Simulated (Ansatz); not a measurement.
Bi₂Te₃:
```cif
data_Bi2Te3
_chemical_formula_sum 'Bi2 Te3'
_space_group_name_H-M_alt 'P 1'
_space_group_IT_number 1
_cell_length_a 10.26926
_cell_length_b 10.26926
_cell_length_c 10.26926
_cell_angle_alpha 24.479
_cell_angle_beta 24.479
_cell_angle_gamma 24.479
loop_
_space_group_symop_operation_xyz
  'x, y, z'
loop_
_atom_site_label
_atom_site_type_symbol
_atom_site_fract_x
_atom_site_fract_y
_atom_site_fract_z
_atom_site_occupancy
Bi1 Bi 0.59974 0.59974 0.59974 1
Bi2 Bi 0.40026 0.40026 0.40026 1
Te1 Te 0.79102 0.79102 0.79102 1
Te2 Te 0.20898 0.20898 0.20898 1
Te3 Te 0.00000 0.00000 0.00000 1
```

Relaxed with LDA.

**Question.** Which orbitals make up the states near the band edges in plane-wave PAW LDA (Ansatz code)?

**Answer.** Top 1 eV of the valence band: Te 5p 82 %, Bi 6p 9 %, Bi 6s 5 %. Bottom 1 eV of the conduction band: Bi 6p 59 %, Te 5p 30 %, Te 5s 6 %. Projections are on Löwdin-orthogonalised atomic valence shells; empty p or d shells of many metals are not among them.

**Question.** Tabulate the density of states.

**Answer.** States/eV per cell of 5 atoms, in 0.25 eV bins, energy from the valence-band maximum.

| E (eV) | total | Te 5p | Bi 6p | Te 5s |
|---|---|---|---|---|
| -7.85 | 0.02 | 0.00 | 0.00 | 0.01 |
| -7.60 | 0.00 | 0.00 | 0.00 | 0.00 |
| -7.35 | 0.00 | 0.00 | 0.00 | 0.00 |
| -7.10 | 0.00 | 0.00 | 0.00 | 0.00 |
| -6.85 | 0.00 | 0.00 | 0.00 | 0.00 |
| -6.60 | 0.00 | 0.00 | 0.00 | 0.00 |
| -6.35 | 0.00 | 0.00 | 0.00 | 0.00 |
| -6.10 | 0.00 | 0.00 | 0.00 | 0.00 |
| -5.85 | 0.00 | 0.00 | 0.00 | 0.00 |
| -5.60 | 0.02 | 0.01 | 0.01 | 0.00 |
| -5.35 | 0.89 | 0.50 | 0.36 | 0.01 |
| -5.10 | 1.86 | 1.05 | 0.77 | 0.03 |
| -4.85 | 1.92 | 1.08 | 0.79 | 0.03 |
| -4.60 | 2.10 | 1.23 | 0.82 | 0.03 |
| -4.35 | 2.85 | 1.71 | 1.04 | 0.05 |
| -4.10 | 3.91 | 2.38 | 1.41 | 0.07 |
| -3.85 | 3.85 | 2.38 | 1.33 | 0.08 |
| -3.60 | 4.52 | 2.79 | 1.55 | 0.11 |
| -3.35 | 4.72 | 2.88 | 1.64 | 0.12 |
| -3.10 | 4.10 | 2.54 | 1.37 | 0.10 |
| -2.85 | 4.85 | 2.95 | 1.64 | 0.14 |
| -2.60 | 4.09 | 2.48 | 1.39 | 0.12 |
| -2.35 | 3.54 | 2.25 | 1.09 | 0.10 |
| -2.10 | 3.31 | 2.25 | 0.87 | 0.09 |
| -1.85 | 3.77 | 2.69 | 0.82 | 0.10 |
| -1.60 | 3.86 | 3.00 | 0.60 | 0.08 |
| -1.35 | 3.64 | 2.99 | 0.40 | 0.06 |
| -1.10 | 4.51 | 3.76 | 0.44 | 0.07 |
| -0.85 | 4.98 | 4.11 | 0.45 | 0.08 |
| -0.60 | 4.07 | 3.33 | 0.35 | 0.07 |
| -0.35 | 0.61 | 0.44 | 0.09 | 0.02 |
| -0.10 | 0.01 | 0.01 | 0.00 | 0.00 |
| 0.15 | 0.00 | 0.00 | 0.00 | 0.00 |
| 0.40 | 0.04 | 0.01 | 0.02 | 0.00 |
| 0.65 | 0.77 | 0.20 | 0.46 | 0.07 |
| 0.90 | 4.20 | 1.23 | 2.51 | 0.26 |
| 1.15 | 4.56 | 1.52 | 2.60 | 0.20 |
| 1.40 | 4.36 | 1.65 | 2.30 | 0.14 |
| 1.65 | 3.64 | 1.50 | 1.81 | 0.09 |
| 1.90 | 3.40 | 1.44 | 1.66 | 0.07 |
| 2.15 | 3.26 | 1.39 | 1.62 | 0.07 |
| 2.40 | 2.80 | 1.18 | 1.37 | 0.05 |
| 2.65 | 3.87 | 1.48 | 1.78 | 0.06 |
| 2.90 | 3.00 | 1.15 | 1.41 | 0.04 |
| 3.15 | 3.36 | 1.23 | 1.45 | 0.03 |
| 3.40 | 3.90 | 1.29 | 1.42 | 0.04 |
| 3.65 | 3.69 | 1.11 | 1.15 | 0.02 |
| 3.90 | 3.44 | 1.00 | 0.99 | 0.02 |
| 4.15 | 2.90 | 0.76 | 0.73 | 0.01 |
| 4.40 | 2.38 | 0.60 | 0.57 | 0.01 |
| 4.65 | 3.68 | 0.51 | 0.46 | 0.01 |
| 4.90 | 3.23 | 0.38 | 0.35 | 0.01 |

Space group R-3m. The LDA relaxation kept the symmetry of its start. A crystal of weakly bound layers computed without a dispersion correction: the cell and the soft elastic constants depend strongly on that. Scalar-relativistic: spin–orbit coupling is off unless named, which matters more the heavier the elements.

Potentials: the earlier of the program's two PAW sets. The files were generated under PBE; for other functionals the program regenerates the frozen cores, and for LDA and PBEsol the local potential too.
